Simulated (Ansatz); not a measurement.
Ti₂B:
```cif
data_B3Ti6
_chemical_formula_sum 'Ti6 B3'
_space_group_name_H-M_alt 'R-3m :H'
_space_group_IT_number 166
_space_group_name_Hall '-R 3 2"'
_cell_length_a 3.19709
_cell_length_b 3.19709
_cell_length_c 14.35532
_cell_angle_alpha 90.000
_cell_angle_beta 90.000
_cell_angle_gamma 120.000
loop_
_atom_site_label
_atom_site_type_symbol
_atom_site_symmetry_multiplicity
_atom_site_Wyckoff_symbol
_atom_site_fract_x
_atom_site_fract_y
_atom_site_fract_z
_atom_site_occupancy
Ti1 Ti 6 c 0.00000 0.00000 0.24968 1
B1 B 3 a 0.00000 0.00000 0.00000 1
```
(The calculation used a cell of 3 atoms; values per cell refer to that cell.)

Relaxed at zero pressure with plane-wave PAW r²SCAN+D4 (Ansatz code).

Q: The volume is lowered by 3 % and shape and atoms relax at that volume. What pressure results, and how do the axes share the change?

A: 4.0 GPa; a -0.8 %, b -0.8 %, c -1.4 %; the energy rises by 5 meV/atom.

Q: Give the new structure.

A: 
Space group R-3m, hexagonal axes (No. 166); a = b = 3.171 Å, c = 14.151 Å, α = β = 90.00°, γ = 120.00°

```csv
atom,site,symmetry,x,y,z
Ti,6c,3m,0.0000,0.0000,0.2487
B,3a,-3m,0.0000,0.0000,0.0000
```

The phase is kept; no other phase was compared at this pressure.

The start of the workflow was typed in or built on a structure type; neither database checked (COD, Materials Project) lists it. Its standing as an ambient phase is unchecked. Symmetry was held in the r²SCAN+D4 relaxation; whether a distortion lowers the energy is not shown. The run is not spin-polarised. The volume moved by -26 % from the start of the relaxation.

Potentials: the earlier of the program's two PAW sets. The files were generated under PBE; for other functionals the program regenerates the frozen cores, and for LDA and PBEsol the local potential too.
